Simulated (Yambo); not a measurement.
CaGa₂P₂ (space group P6_3/mmc, No. 194), G0W0@LDA in Yambo with this input:

```
rim_cut
gw0
dyson
el_el_corr
HF_and_locXC
ppa
em1d
RandQpts= 1000000
RandGvec= 1 Ry
EXXRLvcs= 80 Ry
VXCRLvcs= 320 Ry
Chimod= "HARTREE"
% BndsRnXp
 3 | 311 |
%
NGsBlkXp= 7 Ry
% LongDrXp
 1.0 | 1.0 | 1.0 |
%
PPAPntXp= 27.2114 eV
% GbndRnge
 1 | 311 |
%
GTermKind= "BG"
DysSolver= "n"
ExtendOut
```

On a 3×3×1 mesh, with wavefunctions cut at 80 Ry, the gap (Γ → (0, 0.333, 0)) is 1.016 eV and the valence edge shifts by -0.292 eV.

Task: What happens with this change: 3 Ry block?

Result: The gap falls by 0.265 eV, to 0.751 eV; the shift of the valence edge becomes 0.064 eV. Neither run is shown to be the converged limit. The mesh misses a band edge: along a dense path the LDA gap is 0.06 eV against 0.35 eV on the mesh.

The standard potential for Ga keeps a d shell in the valence without the s and p states of that shell. In tests on such compounds this moved G0W0 gaps by up to about 0.9 eV, so absolute quasiparticle energies here are unreliable; differences between settings are what counts.

Spin-orbit coupling is not included.

Geometry of the Materials Project entry, not relaxed at this level; primitive cell a = b = 3.8409 Å, c = 16.4000 Å, α = β = 90.00°, γ = 120.00°.

The structure is a Materials Project entry; no match was found in the copy of COD used, and its stability was not checked.

A shift is the quasiparticle energy of the state minus its LDA energy.
